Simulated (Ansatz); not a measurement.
Recipe of this trial structure of SrIn₄O₃: random cell by space group and Wyckoff sites (Im-3m, No. 229). Lengths were set from tabulated atomic sizes, so they are only a guess.

```
Sr In O
1.0
    -3.54520    3.54520    3.54520
     3.54520   -3.54520    3.54520
     3.54520    3.54520   -3.54520
Sr In O
1 4 3
Direct
  0.00000 0.00000 0.00000
  0.50000 0.50000 0.50000
  0.00000 0.00000 0.50000
  0.00000 0.50000 0.00000
  0.50000 0.00000 0.00000
  0.00000 0.50000 0.50000
  0.50000 0.00000 0.50000
  0.50000 0.50000 0.00000
```

Method: Ansatz 0.2.0, DFT PBE, scalar-relativistic, plane waves, PAW. Cutoff 420 eV, Gaussian smearing, Γ-centred meshes. Cell and atoms relax first on a coarse mesh and then on a finer one. In between, the cell is made exact in the group found at 0.06 Å. In metals the finer mesh still leaves noise of several meV/atom or more. The steps can't lower the symmetry of their start. No spin polarisation in the relaxation; trial moments died out in a coarse test.

A guess keeps its type if space group and coordination stay and the shape of the cell changes little (axis ratios within about 15 %, angles within 6°); the volume may change.

Q: Will the relaxed cell still be of the starting type?

A: It keeps its type: symmetry leaves only the cell edge free. The symmetry stays Im-3m (No. 229). The volume per atom shrinks by 8.7 %, from 22.3 to 20.3 Å³. The shortest distance goes from 3.07 Å (In–O and Sr–In) to 2.98 Å (In–O and Sr–In). Counting neighbours within 15 % of an atom's shortest distance, the start has In 8, O 8, Sr 8 and the end In 8, O 8, Sr 8.

The last run used an 8×8×8 mesh for its 8-atom cell and Gaussian smearing of 0.10 eV. Symmetry constrained the relaxation, so the result can be a saddle point.
